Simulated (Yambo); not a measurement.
BN (space group P6_3/mmc, No. 194): a test of whether the lowest BSE state is resolved, against the k mesh (Yambo, LDA bands; otherwise 5 valence and 3 conduction bands, static screening with 22 bands and a 4 Ry block, scissor 1.92 eV, Tamm-Dancoff).

```
k mesh   direct gap (eV)  lowest state (eV)  difference (eV)  k points taking part  rough cost
-------  ---------------  -----------------  ---------------  --------------------  ----------
6×6×1               6.52               5.36             1.16                   2.6  about 1/40
6×6×2               6.46               5.21             1.25                   5.0  about 1/20
9×9×2               6.46               5.45             1.02                    11  about 1/10
12×12×4             6.46               5.42             1.04                    56           1
```

The last step moves the difference by 0.02 eV. On the densest mesh the state covers enough k points to be a bound exciton; its binding is converged only as far as that last step shows.

The meshes don't all hold the same k points, as the direct gap shows, so the steps mix sampling with density. These are vertical excitations (zero momentum); the indirect quasiparticle gap, about 5.84 eV, is smaller than the direct one (6.46 eV on the GW mesh). The scissor comes from a G0W0 run whose convergence isn't established; costs are rough.

Geometry of the Materials Project entry, not relaxed at this level; primitive cell a = b = 2.5124 Å, c = 7.7073 Å, α = β = 90.00°, γ = 120.00°.

The distance between layers or molecules is the database entry's, not relaxed here. Functionals without dispersion can leave it too large, which widens gaps and weakens the response across layers: the numbers belong to this cell.
